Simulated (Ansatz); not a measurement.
Given:

HfO2:
```yaml
crystal:
  lattice:
    - [0.00000, 2.50052, 2.50052]
    - [2.50052, 0.00000, 2.50052]
    - [2.50052, 2.50052, 0.00000]
  atoms:
    - { symbol: Hf, position: [0.00000, 0.00000, 0.00000] }
    - { symbol: O, position: [0.25000, 0.25000, 0.25000] }
    - { symbol: O, position: [0.75000, 0.75000, 0.75000] }
```

This is the LDA-relaxed structure.

Task: All from plane-wave PAW LDA (Ansatz code), unless another level is named. Estimate the Debye temperature from the elastic constants.

Result: 506 K.

Task: Give the highest zone-centre frequency (without LO–TO term).

Result: 596 cm⁻¹.

Space group Fm-3m (fluorite). This is a known high-temperature phase of the composition, computed here at zero pressure and temperature. The LDA relaxation kept the symmetry of its start. At this level the phase is dynamically unstable (imaginary phonons). No spin polarisation was allowed. Spin–orbit coupling is left out wherever it is not named.

Potentials: the later of the program's two PAW sets.
